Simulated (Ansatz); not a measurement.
A crystal relaxed with r2SCAN in Ansatz 0.2.0 has space group I-42d (No. 122) and a = 5.496 Å, c = 8.409 Å.

```tsv
atom	site	x	y	z
Xx	4a	0.0000	0.0000	0.0000
P	8d	0.3457	0.2500	0.1250
C	4b	0.5000	0.5000	0.0000
```

r2SCAN gives an indirect gap of 0.31 eV, from k = (0.339, -0.341, 0.341) to Γ; the least direct gap is 0.34 eV at Γ. With HSE06 the valence top lies at k = (0.339, -0.341, 0.341) and the conduction bottom at Γ, 0.67 eV higher; the smallest vertical gap, at Γ, is 0.74 eV. The PBE gap is indirect, 0.10 eV (S₀–Γ (0.07 of the way from S₀) to Γ), below the direct gap of 0.19 eV at Γ. Meshes: r2SCAN 6×6×6, HSE06 4×4×4, PBE 6×6×6.

**Question.** Which element is Xx?
A. Cd
B. Zn
C. Hg
D. Mg

**Answer.** A. Xx is Cd: CdCP2, ordered on the zincblende lattice (I-42d) with 8 atoms a cell. Cd is surrounded by 4 P at 2.57 Å; P is surrounded by 2 C at 1.93 Å and 2 Cd at 2.57 Å; C is surrounded by 4 P at 1.93 Å.

The calculation is spin-unpolarised, and the structure need not be a phase that has been made.

Spin-orbit coupling is left out.

Where an edge lies off the special points, it is a point of the mesh or the k point where a search put PBE's edge or least direct gap, reused for the other functionals, whose own edges may lie a little apart; PBE's own value is read along its path and can be a few hundredths of an eV high.

Gaps or overlaps of about a tenth of an eV are at the limit of these meshes: between the points read a gap can be smaller or closed.

Coordinates of k points refer to the reciprocal vectors of the primitive cell of the runs.

The meshes of the hybrids are coarse, so their gaps aren't converged to the digits shown.
